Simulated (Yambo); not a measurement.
Material: KCl (rock salt, space group Fm-3m, No. 225) under isotropic strain of -3 % on all lattice vectors; a = 4.281 Å, b = 4.281 Å, c = 4.281 Å, α = 60.00°, β = 60.00°, γ = 60.00° (2 atoms in the cell). The PBEsol cell relaxed from Materials Project entry mp-23193 was given an isotropic strain of -3 % on all lattice vectors, and the atoms were relaxed again.

With PBEsol (Quantum ESPRESSO, PseudoDojo norm-conserving, 74 Ry, scalar-relativistic), the gap between the mesh's edge points (Γ → Γ) is 5.422 eV.

Problem. By how much does one-shot G0W0 (Yambo; 4×4×4 Γ-centred k mesh, 136 bands and a 10 Ry block in the screening, 136 bands in G with the Bruneval-Gonze terminator, plasmon pole fitted at 27.2 eV) open this gap, and what gap results?

Solution. The correction is 3.062 eV, giving 8.484 eV, 1.6 times the PBEsol value.  Convergence of the G0W0 settings was not tested.
